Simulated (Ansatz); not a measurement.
Crystals of one structure type (anti-perovskite), relaxed and computed with the program Ansatz at the r²SCAN level (PAW).

| crystal | a (Å) | ΔH_f (eV/atom) | spin order, net moment (μB/atom) | B₀ by P(V) fit (GPa) |
|---|---|---|---|---|
| GaNi3N | 3.745 | -0.16 | moments vanished | 214 |
| GaMo3N | 4.085 | -0.18 | moments vanished | 258 |
| GaIr3N | [?] | [?] | [?] | [?] |
| InIr3N | 4.132 | 0.52 | moments vanished | 258 |

Problem. What belongs in the gaps?

Solution. 
- GaIr3N, a (Å): 4.064
- GaIr3N, ΔH_f (eV/atom): 0.59
- GaIr3N, spin order, net moment (μB/atom): ferromagnetic; net 0.09
- GaIr3N, B₀ by P(V) fit (GPa): 260

Spin orders computed, not proven ground states: GaIr3N, anti-perovskite ferromagnetic. Constructed cells (a structure type filled with these elements, in neither database checked): GaNi3N, anti-perovskite. Typed or built starts, not in the databases checked: GaMo3N, anti-perovskite; GaIr3N, anti-perovskite; InIr3N, anti-perovskite. Began spin-polarised and lost the moments: GaNi3N, anti-perovskite; GaMo3N, anti-perovskite; InIr3N, anti-perovskite. All cells were relaxed under the symmetry of their starts (and spin orders); stability against distortions was not tested throughout. Spin–orbit coupling is left out wherever it is not named.

Potentials: the later of the program's two PAW sets.

Formation energies count from the lowest solids of the elements computed at the same level, not from gases.
